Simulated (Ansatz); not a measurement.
Question: Name crystals whose computed values (the program Ansatz at the r²SCAN level (PAW)) fall in these windows: HSE06 gap (eV) 2.6 to 3.3; B₀ by P(V) fit (GPa) 110 to 150; electron conductivity mass (mₑ) 1.3 to 1.6.

Answer: 

```tsv
crystal	HSE06 gap (eV)	B₀ by P(V) fit (GPa)	electron conductivity mass (mₑ)
TiNF, I4_1md (Ti on 4a, N on 4a, F on 4a)	3.03	130	1.4
```
Others may fit too.

Standing as an ambient phase not checked: TiNF, I4_1md (Ti on 4a, N on 4a, F on 4a). The cell was relaxed under the symmetry of its start. Rows with no word on spin ran without spin polarisation.

Potentials: the later of the program's two PAW sets.
